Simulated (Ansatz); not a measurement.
Rb:
```yaml
crystal:
  lattice:
    - [-2.87376, 2.87376, 2.87376]
    - [2.87376, -2.87376, 2.87376]
    - [2.87376, 2.87376, -2.87376]
  atoms:
    - { symbol: Rb, position: [0.00000, 0.00000, 0.00000] }
```

This is the r²SCAN-relaxed structure.

Q: All from DFT-r²SCAN in the program Ansatz with PAW potentials, unless another level is named. Give the bulk modulus (Birch–Murnaghan fit).

A: 2.6 GPa.

Q: What about the elastic constants (relaxed ions, GPa)?

A: C11 = 3.0, C12 = 2.4, C44 = 1.8.

Space group Im-3m (bcc (W type)). The cell was relaxed with r²SCAN under the symmetry of its start. As this level gives no gap, shear constants depend on the k-mesh and smearing (Fermi–Dirac, 0.1 eV here).

Potentials: the earlier of the program's two PAW sets.
